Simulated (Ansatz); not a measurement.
One input, then a changed one: F (diamond type)

First run: DFT, LDA, all-electron LAPW, scalar-relativistic (Ansatz 0.2.0).

Command: `ansatz run input.yaml --threads 1 --pin off --max-ram 2048MiB --backend cpu --events-out ev --progress --plain --runs-dir out` It took 6.6 s on 1 thread of Arm Neoverse V2, on a shared host, peak memory 0.3 GiB.

```yaml
crystal:
  lattice:
    - [0.0, 2.2514567126, 2.2514567126]
    - [2.2514567126, 0.0, 2.2514567126]
    - [2.2514567126, 2.2514567126, 0.0]
  atoms:
    - { symbol: F, position: [-0.125, -0.125, -0.125] }
    - { symbol: F, position: [0.125, 0.125, 0.125] }
kpoints:
  mp_grid: { grid: [14, 14, 14] }
scf:
  occupations: { method: fermi_dirac, width: 0.1 }
hamiltonian:
  xc: lda
  pseudopotentials: { kind: all_electron, lapw: { basis_error: 0.001 } }
output:
  forces: true
  stress: true
  eigenvalues: true
  populations: true
```

The cell comes from a relaxation on PAW files under the same functional, begun from a prototype that needn't be the stable phase.

This run: volume at 0.9 of the series' base cell.

It converges in 4 SCF iterations at a pressure of 8.15 GPa.

The input is then changed:

```diff
   occupations: { method: fermi_dirac, width: 0.1 }
+  lower_state_search: light
 hamiltonian:
```

Q: What does the second run give?

A: It converges in 4 SCF iterations at a pressure of 8.15 GPa, free energy 0.0 meV/atom against the first run's.
